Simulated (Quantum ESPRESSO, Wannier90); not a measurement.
Tight-binding from DFT: ScS (rock salt)

```xyz
2
Lattice="0.0000 2.6088 2.6088 2.6088 0.0000 2.6088 2.6088 2.6088 0.0000" Properties=species:S:1:pos:R:3 pbc="T T T"
Sc     2.6088     2.6088     2.6088
S      0.0000     0.0000     0.0000
```

Cell from Materials Project (mp-1476), symmetrised, no further relaxation. COD (Crystallography Open Database) has an entry of this formula and space group (matched by these alone). Computed values, not measurements, from PBEsol: Quantum ESPRESSO (norm-conserving PseudoDojo potentials, cutoff 63 Ry, no spin polarisation, no spin-orbit coupling) on a Γ-centred 10×10×10 mesh, then Wannier90. Density: 10×10×10 mesh, cold smearing 0.01 Ry.

Energies are relative to the Fermi level.

**Bands.** No gap over 0.05 eV opens at the Fermi level at this level of theory. 4 filled groups are cut off by gaps; the highest, bands 6–8, spans -7.48 to -3.01 eV and is S 3p 77 %, Sc 3d 17 %.

**Model.** 8 functions (Sc d, S p) from bands 6-22, frozen to 1.50 eV, reach Ω_I = 13.32 Å² and follow pw.x to 5.8 meV rms (states up to 1.0 eV relative to the Fermi level).

**Frozen window.** Edge, Ω_I and misfit go -1.5 eV, 9.78 Å², 517 meV; 0.5 eV, 11.54 Å², 125 meV; 1.0 eV, 12.18 Å², 13 meV; 1.5 eV, 13.32 Å², 5.8 meV. Ω_I never falls as the edge rises, since each frozen state takes freedom from the choice of the smoothest subspace. The edges under the compared range leave its upper states unfrozen, and their misfit is the largest.

**No window.** Without a frozen window Ω_I drops to 7.48 Å² while the misfit grows to 1604 meV: a small spread is no proof of good bands.

**Outer window.** The setting "only the lowest 10 of the kept bands" raises Ω_I to 14.64 Å², as fewer states are left to mix in, and the misfit goes to 3.6 meV.

**Stops.** With the frozen window to 2.62 eV the program stops (More states in the frozen window than target WFs). With the outer window to 3.43 eV the program stops (Energy window contains fewer states than number of target WFs).
